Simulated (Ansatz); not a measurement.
SCF log, Cr$_{2}$O$_{3}$

System: Cr$_{2}$O$_{3}$, a measured crystal structure (space group R-3c); the cell holds 10 atoms. Sizeable forces remain on the atoms, so the positions aren't those of the computed minimum. The computed pressure is over 10 GPa in size, so the cell is far from the computed equilibrium volume (the chosen U may not suit it). Source: COD entry 9015653; the sample's temperature and pressure aren't taken into account, and it need not be the stable phase.

Theory: Ansatz, DFT, PBE+U, PAW, plane waves, scalar-relativistic.

Input:

```yaml
crystal:
  lattice:
    - [2.40760097, 1.39002907, 4.414]
    - [-2.40760097, 1.39002907, 4.414]
    - [0.0, -2.78005814, 4.414]
  atoms:
    - { symbol: Cr, position: [0.8469, 0.8469, 0.8469], spin: 3.0 }
    - { symbol: Cr, position: [0.6531, 0.6531, 0.6531], spin: 3.0 }
    - { symbol: Cr, position: [0.1531, 0.1531, 0.1531], spin: 3.0 }
    - { symbol: Cr, position: [0.3469, 0.3469, 0.3469], spin: 3.0 }
    - { symbol: O, position: [0.0606, 0.4394, 0.75] }
    - { symbol: O, position: [0.75, 0.0606, 0.4394] }
    - { symbol: O, position: [0.4394, 0.75, 0.0606] }
    - { symbol: O, position: [0.9394, 0.5606, 0.25] }
    - { symbol: O, position: [0.25, 0.9394, 0.5606] }
    - { symbol: O, position: [0.5606, 0.25, 0.9394] }
magnetization:
  spin_polarized: true
hamiltonian:
  xc: pbe
  pseudopotentials: { kind: paw }
  hubbard: { sites: [{ species: Cr, l: d, u_eff: 3.7 }] }
basis:
  ecutwfc: 420
kpoints:
  mp_grid: { grid: [4, 4, 4] }
scf:
  occupations: { method: fermi_dirac, width: 0.05 }
  lower_state_search: "off"
  algorithm: density_mixing
  max_iter: 70
  mixing: { algorithm: broyden, beta: 0.4, beta_mag: 0.1, spin_hold: "off" }
output:
  forces: true
  stress: true
```

Launched as:
```sh
ansatz run input.yaml --threads 2 --pin off --max-ram 5120MiB --backend cpu --events-out ev --progress --plain --runs-dir out
```

What the program printed (shortened):

```
Cr: projections on atomic orbitals take those of the free atom [Ne] 3s2 3p6 3d5 4s1, of charge +0.00 (hamiltonian.pseudopotentials.projection_atoms); the dataset's partial waves leave at most 7.0e-7 of an orbital's norm unspanned inside its sphere
O: projections on atomic orbitals take those of the free atom [He] 2s2 2p4, of charge +0.00 (hamiltonian.pseudopotentials.projection_atoms); the dataset's partial waves leave at most 1.9e-8 of an orbital's norm unspanned inside its sphere
Pseudopotentials: kind: paw
Pseudopotential: Cr, paw, valence charge 14, recommended cutoff 420 eV (normal), Cr.paw.azcp
Pseudopotential: O, paw, valence charge 6, recommended cutoff 420 eV (normal), O.paw.azcp
Functional definition: PBE
Crystal: 10 atoms, lattice volume = 88.632 Å³
Basis set: ecut = 420 eV, 1707 PW (Γ), exchange–correlation on 72×72×72 points (8 copies of the dense FFT grid, shifted against one another)
Bands: 63, of which v1, the nominal top of the filled ones, is band 46 counted from 1 (45 counted from 0)
Symmetry: 12 space group operations
Space group: R-3c (ITA 167), of the structure as read, at distance tolerance 4.5e-5 Å
Magnetic group: BNS 167.103 (UNI 1333), of the structure as read, at distance tolerance 4.5e-5 Å
k-points: 13 of 64
Non-local potential: Cr, projectors of the file, l = 0: 3, l = 1: 2, l = 2: 3, l = 3: 1
Non-local potential: O, projectors of the file, l = 0: 2, l = 1: 2, l = 2: 1
Initial density: superposition of atomic densities (chi_scale 0.1, normalization cell, long waves kept (reshape's long-wave potential 0.00 eV rms))
Starting moments: Σ|m| = 12 μB on 4 of 10 sites
Initial wavefunctions: pseudopotential atomic-orbital guess
Functional: x = pbe(κ = 0.804, μ = 0.2195149727645171), c = pbe(β = 0.06672455060314922)
iter 1 solved again at ethr=2.70e-3 eV; its pass at ethr=3.10e-3 eV (dr2=2.48e0 eV) is discarded
SCF iter   1: F=—  HF=-16904.804796 eV  |F-HF|=—  |Δ(HF+E_count)|=         —  Δρ=4.71e-2 (↑4.60e-2 ↓4.71e-2)  dr2=2.49e0  dr2_m=9.30e-1  M=12.000 μB ∫|m|=13.218 μB  β_m=0.10  ethr=2.70e-3  ⟨swp⟩=1.0  Hψ=7349  notcnv=0
preconditioner: auto → Resta (q_TF=auto, 2.745 Å⁻¹)  ε∞=7.3  [insulator: Δε(μ)=0.524 eV  Ē_g=12.150 eV  σ=0.050 eV  W_gap=0.98  n_scr=26 (ndim 8)  ℏωp=30.6 eV  f_vac=0.000  D(μ)=0.02/eV (n_scr^D=0)  ε∞_Penn≈7.3]
spin=Collinear: Resta preconditioning applied to the charge; magnetization (m = ρ↑ − ρ↓) channel mixes plain (no charge-response kernel on spin).
SCF iter   2: F=—  HF=-16907.390985 eV  |F-HF|=—  |Δ(HF+E_count)|=    2.59e0  Δρ=4.05e-2 (↑4.05e-2 ↓3.43e-2)  dr2=7.98e-1  dr2_m=7.96e-1  M=12.000 μB ∫|m|=13.023 μB  β_m=0.10  ethr=2.70e-3  ⟨swp⟩=2.8  Hψ=2717  notcnv=0  κ⁻¹=1.0e0(r=1)
SCF iter   3: F=—  HF=-16909.624253 eV  |F-HF|=—  |Δ(HF+E_count)|=    2.23e0  Δρ=3.04e-2 (↑3.04e-2 ↓2.43e-2)  dr2=1.26e-1  dr2_m=5.60e-1  M=12.000 μB ∫|m|=12.593 μB  β_m=0.10  ethr=8.67e-4  ⟨swp⟩=2.2  Hψ=2822  notcnv=0  defer=35  κ⁻¹=6.5e-2(r=2)
SCF iter   4: F=—  HF=-16909.894339 eV  |F-HF|=—  |Δ(HF+E_count)|=   2.70e-1  Δρ=2.30e-2 (↑2.30e-2 ↓2.23e-2)  dr2=1.96e-2  dr2_m=4.08e-1  M=12.000 μB ∫|m|=12.441 μB  β_m=0.10  ethr=1.37e-4  ⟨swp⟩=2.6  Hψ=2935  notcnv=0  defer=42  κ⁻¹=1.6e-2(r=3)
SCF iter   5: F=—  HF=-16910.161787 eV  |F-HF|=—  |Δ(HF+E_count)|=   2.67e-1  Δρ=1.70e-2 (↑1.50e-2 ↓1.70e-2)  dr2=9.33e-3  dr2_m=2.04e-1  M=12.000 μB ∫|m|=12.385 μB  β_m=0.10  ethr=2.13e-5  ⟨swp⟩=2.0  Hψ=3336  notcnv=0  defer=57  κ⁻¹=1.4e-3(r=4)
SCF iter   6: F=—  HF=-16910.401037 eV  |F-HF|=—  |Δ(HF+E_count)|=   2.39e-1  Δρ=5.57e-3 (↑4.75e-3 ↓5.57e-3)  dr2=1.55e-2  dr2_m=1.52e-2  M=12.000 μB ∫|m|=12.324 μB  β_m=0.10  ethr=1.01e-5  ⟨swp⟩=2.6  Hψ=3341  notcnv=0  defer=106  κ⁻¹=2.3e-4(r=5)
SCF iter   7: F=—  HF=-16910.420538 eV  |F-HF|=—  |Δ(HF+E_count)|=   1.95e-2  Δρ=2.17e-3 (↑2.17e-3 ↓1.19e-3)  dr2=1.26e-3  dr2_m=1.48e-3  M=12.000 μB ∫|m|=12.396 μB  β_m=0.10  ethr=1.01e-5  ⟨swp⟩=2.0  Hψ=2857  notcnv=0  defer=125  κ⁻¹=1.2e-4(r=6)
SCF iter   8: F=—  HF=-16910.438541 eV  |F-HF|=—  |Δ(HF+E_count)|=   1.80e-2  Δρ=1.03e-3 (↑1.03e-3 ↓4.82e-4)  dr2=1.13e-3  dr2_m=2.84e-4  M=12.000 μB ∫|m|=12.390 μB  β_m=0.10  ethr=1.36e-6  ⟨swp⟩=2.0  Hψ=3049  notcnv=0  defer=125  κ⁻¹=2.0e-5(r=7)
SCF iter   9: F=—  HF=-16910.438665 eV  |F-HF|=—  |Δ(HF+E_count)|=   1.25e-4  Δρ=4.50e-4 (↑3.95e-4 ↓4.50e-4)  dr2=7.02e-5  dr2_m=1.27e-4  M=12.000 μB ∫|m|=12.384 μB  β_m=0.10  ethr=1.22e-6  ⟨swp⟩=2.4  Hψ=2511  notcnv=0  defer=125  κ⁻¹=1.8e-6(r=8)
SCF iter  10: F=—  HF=-16910.438805 eV  |F-HF|=—  |Δ(HF+E_count)|=   1.40e-4  Δρ=4.34e-4 (↑2.51e-4 ↓4.34e-4)  dr2=1.76e-4  dr2_m=4.32e-5  M=12.000 μB ∫|m|=12.383 μB  β_m=0.10  ethr=7.63e-8  ⟨swp⟩=2.0  Hψ=2759  notcnv=0  defer=125  κ⁻¹=1.9e-5(r=8)
SCF iter  11: F=—  HF=-16910.438864 eV  |F-HF|=—  |Δ(HF+E_count)|=   5.87e-5  Δρ=2.35e-4 (↑2.35e-4 ↓2.07e-4)  dr2=6.08e-6  dr2_m=3.78e-5  M=12.000 μB ∫|m|=12.380 μB  β_m=0.10  ethr=7.63e-8  ⟨swp⟩=2.3  Hψ=2707  notcnv=0  defer=125  κ⁻¹=5.6e-6(r=8)
SCF iter  12: F=—  HF=-16910.438904 eV  |F-HF|=—  |Δ(HF+E_count)|=   4.06e-5  Δρ=1.64e-4 (↑1.64e-4 ↓8.35e-5)  dr2=1.08e-5  dr2_m=1.13e-5  M=12.000 μB ∫|m|=12.377 μB  β_m=0.10  ethr=6.61e-9  ⟨swp⟩=2.0  Hψ=2709  notcnv=0  defer=125  κ⁻¹=3.5e-5(r=8)
SCF iter  13: F=—  HF=-16910.438918 eV  |F-HF|=—  |Δ(HF+E_count)|=   1.34e-5  Δρ=1.14e-4 (↑1.14e-4 ↓5.49e-5)  dr2=1.57e-5  dr2_m=2.26e-6  M=12.000 μB ∫|m|=12.375 μB  β_m=0.10  ethr=6.61e-9  ⟨swp⟩=2.0  Hψ=2708  notcnv=0  defer=125  κ⁻¹=1.2e-5(r=8)
SCF iter  14: F=—  HF=-16910.438910 eV  |F-HF|=—  |Δ(HF+E_count)|=   7.64e-6  Δρ=3.57e-5 (↑3.57e-5 ↓2.69e-5)  dr2=1.65e-6  dr2_m=4.04e-7  M=12.000 μB ∫|m|=12.375 μB  β_m=0.10  ethr=6.61e-9  ⟨swp⟩=2.0  Hψ=2334  notcnv=0  defer=125  κ⁻¹=3.5e-6(r=8)
SCF iter  15: F=—  HF=-16910.438910 eV  |F-HF|=—  |Δ(HF+E_count)|=   1.60e-7  Δρ=2.45e-5 (↑2.45e-5 ↓2.22e-5)  dr2=8.36e-7  dr2_m=1.65e-7  M=12.000 μB ∫|m|=12.375 μB  β_m=0.10  ethr=1.79e-9  ⟨swp⟩=2.0  Hψ=2647  notcnv=0  defer=125  κ⁻¹=1.1e-5(r=8)
SCF iter  16: F=—  HF=-16910.438910 eV  |F-HF|=—  |Δ(HF+E_count)|=   2.04e-7  Δρ=1.20e-5 (↑1.20e-5 ↓1.18e-5)  dr2=1.18e-8  dr2_m=1.09e-7  M=12.000 μB ∫|m|=12.375 μB  β_m=0.10  ethr=1.09e-10  ⟨swp⟩=2.3  Hψ=5623  notcnv=0  κ⁻¹=7.6e-6(r=8)
SCF iter  17: F=-16910.438910 eV  HF=-16910.438910 eV  |F-HF|=6.93e-8  |Δ(HF+E_count)|=   1.73e-7  Δρ=7.73e-6 (↑7.48e-6 ↓7.73e-6)  dr2=9.55e-9  dr2_m=4.41e-8  M=12.000 μB ∫|m|=12.375 μB  ethr=1.28e-11  ⟨swp⟩=3.5  Hψ=4255  notcnv=0
SCF 1 converged in 17 iterations: F = -16910.438910 eV  dr2 = 9.55e-9
  greatest PAW one-centre occupation: 1.000 electrons in one spin orbital (limit 2), on the Cr atom at site 2 (counted from 0), in its partial waves of l = 0
this state was not tested for a lower state beside it, because the mixer in use, unlike msr1, does not test its closes by its own steps (another_mixer; see scf.mixing.algorithm and scf.lower_state_search)
SCF converged after 17 iterations
Magnetization: 12.0000 μB (52.0000 up, 40.0000 down)
Absolute magnetization: 12.3802 μB (∫|ρ↑−ρ↓|, with the PAW one-centre terms)
Spin contamination: 0.0952 ħ² per cell (⟨S²⟩ above its minimum at these occupations)
Per-site moments (μB) at R_I (Å): [(2.3960, 0.7845), (2.3960, 0.7845), (2.3960, 0.7845), (2.3960, 0.7845), (-0.0152, 0.7845), (-0.0152, 0.7845), (-0.0152, 0.7845), (-0.0152, 0.7845), (-0.0152, 0.7845), (-0.0152, 0.7845)]
Free energy (F): -16910.438910 eV
Harris-Foulkes:  -16910.438910 eV  (|F-HF|=6.93e-8)
Internal energy: -16910.438910 eV  (E = F + TS)
E sigma→0 (E₀):  -16910.438910 eV
Fermi energy:    14.835789 eV
--- Per-component energies (eV) ---
  E_band       = -751.552555
  E_kinetic    = 2437.923477
  E_local      = -7520.520034  (includes V_loc(G=0)·N_el)
  E_nonlocal   = 616.570170
  E_hartree    = 3093.620428
  E_xc         = -1003.437318
  E_vxc        = -1280.538022  (∫ρ·V_xc dr)
  E_hubbard    = 8.104642  (on-site DFT+U / exact-exchange correction)
  E_vhub       = -16.178636  (the Hubbard potential's part of the band-sum identity)
  E_paw        = -5736.348100  (= ΣΔE_a)
  E_vpaw       = -1176.073565  (= ΣTr[D̂ρ^β])
  E_aug_tail   = 0.016934  (compensation charges beyond the density's cutoff)
  E_ewald      = -8806.369108
  E_smearing   = -0.000000  (= −TS)
  E_closure    = 0.000000  (closes the sum)
  Σ components = -16910.438910   (vs F -16910.438910, Δ=0.00e0)
--- Forces (eV/Å), atoms counted from 1 ---
  atom   1  Cr     0.00000000    -0.00000000     0.79091420
  atom   2  Cr    -0.00000000     0.00000000    -0.79091420
  atom   3  Cr    -0.00000000     0.00000000    -0.79091420
  atom   4  Cr     0.00000000    -0.00000000     0.79091420
  atom   5  O     -0.39692670     0.00000000    -0.00000000
  atom   6  O      0.19846335    -0.34374860     0.00000000
  atom   7  O      0.19846335     0.34374860     0.00000000
  atom   8  O      0.39692670    -0.00000000     0.00000000
  atom   9  O     -0.19846335     0.34374860    -0.00000000
  atom  10  O     -0.19846335    -0.34374860    -0.00000000
  max |Σ_I F_I| component: 2.21e-16 eV/Å
--- Stress (GPa, compression-positive) ---
       38.373407       0.000000       0.000000
       -0.000000      38.373407      -0.000000
        0.000000       0.000000      37.803318
  P = ⅓ Tr σ = 38.1834 GPa (381.834 kbar)
```

A static U favours moments and orbital order; the result depends on U and need not be the measured state. Only one magnetic start was run, with no search, so the state need not be the lowest.

The run took 13 s on 2 threads of Arm Neoverse V1, on a shared host, peak memory 0.47 GiB.
